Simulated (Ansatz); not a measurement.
Relaxed-ion elastic tensor of InBi (zinc blende, space group No. 216) in GPa (Voigt order), plane-wave PAW PBEsol (Ansatz code); density 7.08 g/cm³, 37.95 Å³ per atom.

```tsv
	1	2	3	4	5	6
1	48.0	29.5	29.5	0.0	0.0	0.0
2	29.5	48.0	29.5	0.0	0.0	0.0
3	29.5	29.5	48.0	0.0	0.0	0.0
4	0.0	0.0	0.0	18.6	0.0	0.0
5	0.0	0.0	0.0	0.0	18.6	0.0
6	0.0	0.0	0.0	0.0	0.0	18.6
```

**Question.** Is the crystal mechanically stable?

**Answer.** Yes: the smallest eigenvalue of C is 18.5 GPa.

**Question.** Work out the Voigt, Reuss and Hill averages.

**Answer.** K_V = 35.7, K_R = 35.7, K_H = 35.7; G_V = 14.9, G_R = 13.3, G_H = 14.1 GPa.

**Question.** Give Young's modulus, Poisson's ratio, Pugh's ratio and the universal anisotropy index.

**Answer.** E = 9KG/(3K + G) = 37.3 GPa; ν = 0.33; K/G = 2.54 (ductile by the Pugh limit of 1.75); A_U = 5G_V/G_R + K_V/K_R − 6 = 0.61.

**Question.** Estimate the sound speeds and the Debye temperature.

**Answer.** v_l = √((K + 4G/3)/ρ) = 2770 m/s, v_t = √(G/ρ) = 1410 m/s, mean 1580 m/s; Θ = (h/k)(3n/4πV)^(1/3) v_m = 140 K.

**Question.** Give the Zener ratio and Young's modulus along [100], [110] and [111].

**Answer.** A = 2C44/(C11 − C12) = 2.01; 1/E = S11 − 2(S11 − S12 − S44/2)Γ with Γ = 0, 1/4, 1/3 gives 25.6, 39.1, 47.6 GPa.

**Question.** Solve the Christoffel equation for the three sound speeds along [100], [110], [111].

**Answer.** Eigenvalues of C_ijkl n_j n_l equal ρv². In km/s, slowest first: [100] 1.62, 1.62, 2.60; [110] 1.14, 1.62, 2.85; [111] 1.32, 1.32, 2.92.

Space group F-43m (zinc blende). The first step of the workflow began from a Materials Project structure, measured or hypothetical; the Crystallography Open Database copy checked does not list it. COD files the formula under space group No. 129, so this cell is another polymorph or a model. With In and Bi taken as one species the cell has the higher symmetry Fd-3m, so it may be an ordered model of a mixed-site phase. Whether it is the stable phase at ambient conditions was not checked. The PBEsol relaxation kept the symmetry of its start; of distortions, only those at the zone centre were tested. As this level gives no gap, shear constants depend on the k-mesh and smearing (Fermi–Dirac, 0.1 eV here). Scalar-relativistic: spin–orbit coupling is off unless named, which matters more the heavier the elements.

Potentials: the later of the program's two PAW sets.
